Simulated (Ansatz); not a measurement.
# Stability checks on a candidate for CsAg2

It was reached by relaxing an invented guess, and it needn't be the stable form of this composition.

The calculation used DFT PBE, scalar-relativistic, plane waves, PAW in Ansatz 0.2.0. Plane waves to 420 eV, a 12×12×8 mesh through Γ for the 3-atom cell and 0.10 eV Gaussian smearing; no spin polarisation.

```cif
data_structure
_symmetry_space_group_name_H-M 'P 1'
_symmetry_Int_Tables_number 1
_cell_length_a 4.8502
_cell_length_b 4.8502
_cell_length_c 5.4618
_cell_angle_alpha 90.000
_cell_angle_beta 90.000
_cell_angle_gamma 120.000
_cell_volume 111.27
loop_
_atom_site_label
_atom_site_type_symbol
_atom_site_fract_x
_atom_site_fract_y
_atom_site_fract_z
_atom_site_occupancy
Cs1 Cs 0.00000 0.00000 0.50000 1
Ag1 Ag 0.33333 0.66667 0.00000 1
Ag2 Ag 0.66667 0.33333 0.00000 1
```

Formation energies are uncorrected and refer to the elements' standard structures at the same level.

**Question.** These tests were run: energy against the elements; phonons on a 2×2×1 q mesh; elastic tensor. What do they show?

**Answer.**

```json
{"test": "energy against the elements", "result": "+0.08 eV/atom"}
{"test": "phonons on a 2×2×1 q mesh", "result": "no imaginary mode on the mesh"}
{"test": "elastic tensor", "result": "least eigenvalue 7 GPa"}
```

It fails one test: energy against the elements. It may still be a metastable minimum. Undecided within the accuracy: elastic tensor.

The run for the phonons used a 12×12×8 k mesh and Fermi–Dirac smearing of 0.15 eV. The run for the elastic tensor used a 12×12×8 k mesh and Fermi–Dirac smearing of 0.15 eV.
